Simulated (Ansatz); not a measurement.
Consider the following.

GeSe2:
```cif
data_Ge4Se8
_chemical_formula_sum 'Ge4 Se8'
_space_group_name_H-M_alt 'P21/c'
_space_group_IT_number 14
_space_group_name_Hall '-P 2ybc'
_cell_length_a 6.52983
_cell_length_b 5.59533
_cell_length_c 7.50567
_cell_angle_alpha 90.000
_cell_angle_beta 91.612
_cell_angle_gamma 90.000
loop_
_atom_site_label
_atom_site_type_symbol
_atom_site_symmetry_multiplicity
_atom_site_Wyckoff_symbol
_atom_site_fract_x
_atom_site_fract_y
_atom_site_fract_z
_atom_site_occupancy
Ge1 Ge 4 e 0.23706 0.04359 0.14916 1
Se1 Se 4 e 0.14057 0.42754 0.30206 1
Se2 Se 4 e 0.58724 0.32938 0.06403 1
```

This is the PBEsol-relaxed structure.

Question: All from plane-wave PAW PBEsol (Ansatz code), unless another level is named. Estimate the electronic character.

Answer: metallic (no gap).

Question: And the formation energy from the elements (no fitted shifts)?

Answer: -0.068 eV/atom.

Question: Predict the density of states at the Fermi level.

Answer: 0.53 states/eV per atom (mean over ±0.08 eV).

Space group P2_1/c. A made-up cell: these elements were put on the sites of a structure type; the Crystallography Open Database copy checked does not list it. Its standing as an ambient phase is unchecked. Symmetry was held in the PBEsol relaxation; whether a distortion lowers the energy is not shown. The volume moved by 17 % from the start of the relaxation. The references are the lowest solids computed at this level, not always the standard phases. Spin–orbit coupling is left out wherever it is not named.

Potentials: the earlier of the program's two PAW sets. The files were generated under PBE; for other functionals the program regenerates the frozen cores, and for LDA and PBEsol the local potential too.
